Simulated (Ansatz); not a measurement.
SiGe (wurtzite, space group No. 186), PBEsol in the plane-wave PAW code Ansatz. The conduction-band minimum lies at M, with 3 equivalent valleys. Second derivatives d²E/dk² of the lowest band at one valley (eV·Å²), along Cartesian directions:

```
direction  d²E/dk²
---------  -------
[100]        70.68
[010]        6.523
[001]        6.553
[110]        38.63
[101]        38.64
[011]        6.535
```

Problem. Find the principal effective masses, the density-of-states mass and the conductivity mass.

Solution. Off-diagonal terms follow from H_xy = H[110] − (H_xx + H_yy)/2, and m*/mₑ = 7.620 eV·Å² over each eigenvalue: 0.11, 1.2, 1.2. One valley's DOS mass (m₁m₂m₃)^(1/3) = 0.53, conductivity mass 3/(Σ 1/mᵢ) = 0.27 mₑ.

Problem. What effective density of states Nc follows at 300 K for parabolic valleys?

Solution. Nc = 2.509e19 × 3 × (0.53)^(3/2) ≈ 2.9e19 cm⁻³.

Space group P6_3mc (wurtzite). The first step of the workflow began from a Materials Project structure, measured or hypothetical; the Crystallography Open Database copy checked does not list it. Whether it is the stable phase at ambient conditions was not checked. Symmetry was held in the PBEsol relaxation; of distortions, only those at the zone centre were tested. Scalar-relativistic: spin–orbit coupling is off unless named, which matters more the heavier the elements.

Potentials: the later of the program's two PAW sets.

Edges and masses are those of Kohn–Sham bands, whose gap is no quasiparticle gap.
